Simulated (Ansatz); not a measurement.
Relaxed-ion elastic tensor of Cu3Si in space group P6_3/mmc (No. 194; Si on 2d, Cu on 6h) in GPa (Voigt order), the program Ansatz at the PBEsol level (PAW); density 7.86 g/cm³, 11.55 Å³ per atom.

```
 245   124   124   0.0   0.0   0.0
 124   245   124   0.0   0.0   0.0
 124   124   277   0.0   0.0   0.0
 0.0   0.0   0.0  57.2   0.0   0.0
 0.0   0.0   0.0   0.0  57.2   0.0
 0.0   0.0   0.0   0.0   0.0  60.5
```

Question: Is the crystal mechanically stable?

Answer: Yes: the smallest eigenvalue of C is 57.2 GPa.

Question: Work out the Voigt, Reuss and Hill averages.

Answer: K_V = 168, K_R = 167, K_H = 168; G_V = 61.4, G_R = 60.9, G_H = 61.1 GPa.

Question: Give Young's modulus, Poisson's ratio, Pugh's ratio and the universal anisotropy index.

Answer: E = 9KG/(3K + G) = 164 GPa; ν = 0.34; K/G = 2.74 (ductile by the Pugh limit of 1.75); A_U = 5G_V/G_R + K_V/K_R − 6 = 0.04.

Question: Estimate the sound speeds and the Debye temperature.

Answer: v_l = √((K + 4G/3)/ρ) = 5630 m/s, v_t = √(G/ρ) = 2790 m/s, mean 3130 m/s; Θ = (h/k)(3n/4πV)^(1/3) v_m = 412 K.

Question: Solve the Christoffel equation for the three sound speeds along x, y, z.

Answer: Eigenvalues of C_ijkl n_j n_l equal ρv². In km/s, slowest first: x 2.70, 2.77, 5.58; y 2.70, 2.77, 5.58; z 2.70, 2.70, 5.94.

Question: How much does each axis shrink under pressure?

Answer: Linear compressibilities β_i = Σ_j S_ij (j = 1 to 3): x 2.1, y 2.1, z 1.7 per TPa.

The first step of the workflow began from a Materials Project structure, measured or hypothetical; the Crystallography Open Database copy checked does not list it. Whether it is the stable phase at ambient conditions was not checked. Symmetry was held in the PBEsol relaxation; whether a distortion lowers the energy is not shown. No spin polarisation was allowed. As this level gives no gap, shear constants depend on the k-mesh and smearing (Fermi–Dirac, 0.1 eV here).

Potentials: the later of the program's two PAW sets.
